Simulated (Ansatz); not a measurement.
# GaP: from a starting cell to a relaxed one

The start is a relaxed GaP cell with every coordinate shifted by Gaussian noise of σ = 0.2 Å. Cell shape, volume and atoms are optimised at zero target pressure with r2SCAN (plane waves to 500 eV, PAW, scalar-relativistic; Ansatz, a first-principles code). The first steps use a coarse 7×7×7 k-mesh.

Initial structure:
```
CELL_PARAMETERS angstrom
      0.00000     2.72587     2.72587
      2.72587     0.00000     2.72587
      2.72587     2.72587     0.00000
ATOMIC_POSITIONS crystal
  P  0.69299 0.77367 0.71125
  Ga 0.06325 0.99129 0.98250
```

How large is the pressure on the unrelaxed cell, and of which sign?

+8.6 GPa (positive: the cell is compressed).

How do the shortest distances between atoms change?

The closest pairs of elements (up to four, under 3.6 Å), start → end: Ga–P 2.00 → 2.36 Å.

What band gap does the relaxed structure have at this level?

1.85 eV, indirect (valence top at Γ, conduction bottom at 87 % of the way from Γ to X) (no spin-orbit coupling).

Relaxed structure:

```cif
data_Ga4P4
_chemical_formula_sum 'P4 Ga4'
_space_group_name_H-M_alt 'F-43m'
_space_group_IT_number 216
_space_group_name_Hall 'F -4 2 3'
_cell_length_a 5.45182
_cell_length_b 5.45182
_cell_length_c 5.45182
_cell_angle_alpha 90.000
_cell_angle_beta 90.000
_cell_angle_gamma 90.000
loop_
_atom_site_label
_atom_site_type_symbol
_atom_site_symmetry_multiplicity
_atom_site_Wyckoff_symbol
_atom_site_fract_x
_atom_site_fract_y
_atom_site_fract_z
_atom_site_occupancy
P1 P 4 c 0.25000 0.25000 0.25000 1
Ga1 Ga 4 a 0.00000 0.00000 0.00000 1
```
(The calculation used a cell of 2 atoms; values per cell refer to that cell.)

Final values are on a 10×10×10 k-mesh of the relaxed cell. No spin polarisation in the result.
